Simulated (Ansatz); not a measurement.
A geometry of Cl2 away from equilibrium: step 2 of the relaxation of a relaxed Cl2 cell shaken by Gaussian noise of σ = 0.08 Å a coordinate. These are PBE (plane waves to 420 eV, PAW, scalar-relativistic; Ansatz, a first-principles code) values and carry that method's errors. Γ-centred k-mesh 4×4×4 on the run's cell (coarser than for final values), Fermi–Dirac smearing 0.05 eV.

```xyz
8
Lattice="6.8404 -0.0013 0.0028 -0.0013 6.8415 0.0058 0.0028 0.0058 6.8382" Properties=species:S:1:pos:R:3:forces:R:3 pbc="T T T" free_energy=-8635.753 pressure_GPa=-0.3
Cl     0.5881     0.6139     0.6001   -0.4916   -0.5920   -0.5478
Cl     4.0365     2.7813     6.2680   -0.0109    0.0367    0.0187
Cl     6.3924     3.9567     2.7077   -0.0906    0.1163   -0.1070
Cl     2.8930     6.2789     4.0707    0.0550    0.0443   -0.0489
Cl     6.3368     6.1728     6.2561    0.4872    0.5888    0.5458
Cl     2.8243     4.0339     0.4245    0.0159   -0.0368   -0.0165
Cl     0.5263     2.7725     3.9834    0.0884   -0.1112    0.1097
Cl     3.9943     0.5286     2.7818   -0.0533   -0.0461    0.0460
```

Positions in Å, forces in eV/Å, free energy of the cell in eV (comparable only within this code, potentials and settings). Largest force: 0.94 eV/Å, on Cl1, Cl5 (atoms numbered as listed); the geometry lies 0.03 eV/atom above the end of its relaxation.

No spin polarisation in the result. Without a van der Waals term the distances between weakly bound units are poorly fixed.

The end of the path is a generated cell of Cl2: the first start was made by placing the elements on the sites of a structure type, and the end was not matched to a known phase here, so it may be hypothetical. Known forms of Cl2 include space group No. 64.
